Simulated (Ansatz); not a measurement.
Zr (simple cubic, Pm-3m) at seven volumes, r²SCAN in the plane-wave PAW code Ansatz, scaled uniformly. One row is withheld.

| V (Å³/atom) | P (GPa) |
|---|---|
| 22.273 | 7.84 |
| 23.007 | 4.89 |
| 23.741 | 2.29 |
| 24.475 | 0.00 |
| 25.210 | -1.96 |
| 25.944 | -3.62 |
| 26.678 | ? |

**Question.** Fit the shown pressures and predict the withheld one.

**Answer.** P = (3/2)B₀(x^(7/2) − x^(5/2))[1 + (3/4)(B′ − 4)(x − 1)] with x = (V₀/V)^(2/3). Least squares on the six rows gives V₀ = 24.483 Å³/atom, B₀ = 69.9 GPa, B′ = 3.66. At V = 26.678, x = 0.9444 and P = -5.13 GPa. The run itself gave -5.06 GPa.

A made-up cell: these elements were put on the sites of a structure type; neither database checked (COD, Materials Project) lists it. It is not the phase usual at ambient conditions (space group No. 194). Symmetry was held in the r²SCAN relaxation. At this level the phase is mechanically unstable. No spin polarisation was allowed.

Potentials: the later of the program's two PAW sets.
